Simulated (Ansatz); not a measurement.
**Electric field gradients in Al₃GaN₄**

Theory: DFT PBEsol, scalar-relativistic, plane waves, PAW (Ansatz). Cutoff 420 eV, 6×8×4 k-points (Γ-centred), fixed occupations. No spin polarisation.

Relaxed structure:
```xyz
8
Lattice="5.0435 0.0000 0.0000 0.0000 3.1303 0.0000 -0.0033 0.0000 5.4181" Properties=species:S:1:pos:R:3 pbc="T T T"
Al    2.5226    1.5652    0.9067
Al    0.0019    1.5652    4.5231
Al    0.0044    0.0000    1.7970
Ga    2.5165    0.0000    3.6096
N     0.5584    0.0000    3.6102
N     0.6170    1.5652    0.9057
N     3.1499    1.5652    4.5522
N     3.1420    0.0000    1.7679
```

Give V_zz (10²¹ V/m²) and the asymmetry η at each distinct site.

## Answers

| atom | V_zz | η |
| --- | --- | --- |
| Al (atom 1) | 0.394 | 0.39 |
| Al (atom 2) | 0.360 | 0.40 |
| Al (atom 3) | 0.376 | 0.35 |
| Ga (atom 4) | 1.15 | 0.24 |
| N (atom 5) | 1.74 | 0.01 |
| N (atom 6) | -0.083 | 0.32 |
| N (atom 7) | -1.92 | 0.67 |
| N (atom 8) | 1.90 | 0.01 |

Whether Al3GaN4 exists in this form wasn't checked.

Cost: 1 run of about 0.48 core-minutes, on AMD EPYC 7R43 (Zen 3) (shared hosts).